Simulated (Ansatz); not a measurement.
**Kick test of a cell of Ta2NbN3**

The cell was found from a proposed guess, not taken from experiment.

The calculation used DFT PBE, scalar-relativistic, plane waves, PAW (Ansatz 0.2.0). Plane waves to 420 eV, a k mesh through Γ of 6×6×10 on the computed 6-atom cell and Gaussian smearing (0.10 eV); no spin polarisation.

The cell below (6 atoms, space group P-62m (No. 189)) is relaxed within its symmetry.

```
Ta Nb N
1.0
     5.22802    0.00000    0.00000
    -2.61401    4.52759    0.00000
     0.00000    0.00000    2.91874
Ta Nb N
2 1 3
Direct
  0.33333 0.66667 0.50000
  0.66667 0.33333 0.50000
  0.00000 0.00000 0.00000
  0.39464 0.00000 0.00000
  0.00000 0.39464 0.00000
  0.60536 0.60536 0.00000
```

For the test a repeat of it with 12 atoms (edges 2.92, 5.23, 9.06 Å) was strained at random (σ = 1.5 % a component), the atoms were moved at random (σ = 0.15 Å), and all was relaxed again on a coarse 8×4×4 mesh (in the run’s order of axes) with 0.20 eV smearing, with no symmetry imposed.

Spin–orbit coupling, which can matter for Ta, is left out.

**Question.** Is the structure stable against such a distortion?

**Answer.** It returns, within 1 meV/atom of the unmoved cell on that mesh and with the same symmetry when read at 0.1 Å. So it is stable against the distortions that fit this cell and that this random move excites. Modes that don't fit the cell aren't tested.
